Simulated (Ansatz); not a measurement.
Starting cell, C (diamond):

```yaml
crystal:
  lattice:
    - [0.00000, 3.56027, 3.56027]
    - [1.78014, 0.00000, 1.78014]
    - [1.78014, 1.78014, 0.00000]
  atoms:
    - { symbol: C, position: [0.25000, 0.50000, 0.50000] }
    - { symbol: C, position: [0.75000, 0.50000, 0.50000] }
    - { symbol: C, position: [0.37500, 0.75000, 0.75000] }
    - { symbol: C, position: [0.87500, 0.75000, 0.75000] }
```

In this cell atom 3 (C, nearest neighbour C at 1.542 Å; its periodic images, 2.5 Å or more away, move with it) is moved by s along Cartesian [110], unit vector (0.707, 0.707, 0.000); all other atoms and the cell stay fixed.

Level of theory: r2SCAN (plane waves to 500 eV, PAW, scalar-relativistic; Ansatz, a quantum-chemistry and plane-wave program). k mesh 13×13×13 (Γ-centred), Fermi-Dirac smearing 0.05 eV. Energies are smeared free energies. C was relaxed with its symmetry unable to fall. The PAW data are Ansatz's earlier set. The zero of ΔE is the undisplaced structure.

| s (Å) | ΔE (meV/cell) |
|---|---|
| -0.150 | withheld |
| -0.120 | 282 |
| -0.090 | 159 |
| -0.060 | 71 |
| -0.030 | 18 |
| 0.000 | 0 |
| 0.030 | 18 |
| 0.060 | 71 |
| 0.090 | 159 |
| 0.120 | 282 |
| 0.150 | withheld |

Task: Fit an even polynomial form (powers 2, 4) to the given rows and predict ΔE at s = 0.150.

Result: Least squares on the 9 given rows: ΔE = (19730)·s² + (-10450)·s⁴, in meV/cell with s in Å; root-mean-square residual 0.1 meV/cell. At 0.150 the fit gives 439 meV/cell; the calculation gives 440 meV/cell, so the extrapolation is off by -1 (-0.2 %). The quadratic term alone would give 444 meV/cell.

(For displaced atoms, the force is minus the slope of the energy, and its curvature is a force constant, which sets phonon frequencies.)
